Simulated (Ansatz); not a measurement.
Here is the system:

CdI$_{2}$:
```cif
data_Cd4I8
_chemical_formula_sum 'Cd4 I8'
_space_group_name_H-M_alt 'P-3m1'
_space_group_IT_number 164
_space_group_name_Hall '-P 3 2"'
_cell_length_a 4.16339
_cell_length_b 4.16339
_cell_length_c 26.62819
_cell_angle_alpha 90.000
_cell_angle_beta 90.000
_cell_angle_gamma 120.000
loop_
_atom_site_label
_atom_site_type_symbol
_atom_site_symmetry_multiplicity
_atom_site_Wyckoff_symbol
_atom_site_fract_x
_atom_site_fract_y
_atom_site_fract_z
_atom_site_occupancy
Cd1 Cd 1 a 0.00000 0.00000 0.00000 1
Cd2 Cd 2 d 0.33333 0.66667 0.25005 1
Cd3 Cd 1 b 0.00000 0.00000 0.50000 1
I1 I 2 c 0.00000 0.00000 0.31357 1
I2 I 2 d 0.66667 0.33333 0.43647 1
I3 I 2 d 0.66667 0.33333 0.18651 1
I4 I 2 d 0.33333 0.66667 0.06353 1
```

This is the LDA-relaxed structure.

Q: All from the program Ansatz at the LDA level (PAW), unless another level is named. Predict the formation energy from the elements (no fitted shifts).

A: -0.54 eV/atom.

Q: Next, the electron effective mass?

A: 0.27, 0.51, 0.93 mₑ (principal values).

Q: Next, the band gap?

A: 2.04 eV (indirect).

Q: Next, the smallest direct gap on the standard path?

A: 2.18 eV.

Q: Predict the valence-band maximum.

A: on the Γ–M line, 24 % of the way from Γ.

Q: Next, the conduction-band minimum?

A: at M (3 equivalent valleys).

The workflow started from a Materials Project entry (that database holds measured and hypothetical structures alike); the Crystallography Open Database files this formula in space group No. 164, but the cells were not matched. Its standing as an ambient phase is unchecked. The LDA relaxation kept the symmetry of its start; its stability against distortions is not shown here. A crystal of weakly bound layers computed without a dispersion correction: the cell and the soft elastic constants depend strongly on that. The references are the lowest solids computed at this level, not always the standard phases. Scalar-relativistic: spin–orbit coupling is off unless named, which matters more the heavier the elements.

Potentials: the later of the program's two PAW sets.
